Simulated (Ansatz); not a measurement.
C:
```yaml
crystal:
  lattice:
    - [0.00000, 1.76588, 1.76588]
    - [1.76588, 0.00000, 1.76588]
    - [1.76588, 1.76588, 0.00000]
  atoms:
    - { symbol: C, position: [0.50000, 0.50000, 0.50000] }
    - { symbol: C, position: [0.75000, 0.75000, 0.75000] }
```

Relaxed with LDA. Special points in fractions of this cell's reciprocal vectors: Γ (0.000, 0.000, 0.000); X (0.500, 0.000, 0.500); U (0.625, 0.250, 0.625); K (0.375, 0.375, 0.750); L (0.500, 0.500, 0.500); W (0.500, 0.250, 0.750).

Question: List the band energies nearest the valence-band maximum at these points for DFT-LDA in the program Ansatz with PAW potentials.

Answer: In eV from the valence-band maximum; about four levels below and three above (degenerate sets whole), none deeper than 8.9 eV; … stands for higher levels left out; points with the same levels are listed once.

```json
[
 {"k": "Γ", "below": "0.00 0.00 0.00", "above": "…"},
 {"k": "X", "below": "-6.49 -6.49", "above": "4.78 4.78 …"},
 {"k": "U", "below": "-5.52", "above": "5.70 10.86 …"},
 {"k": "L", "below": "-2.88 -2.88", "above": "8.51 8.51 …"},
 {"k": "W", "below": "-8.62 -8.62", "above": "10.58 10.58 …"}
]
```

Space group Fd-3m (diamond). The cell was relaxed with LDA under the symmetry of its start.

Potentials: the later of the program's two PAW sets.
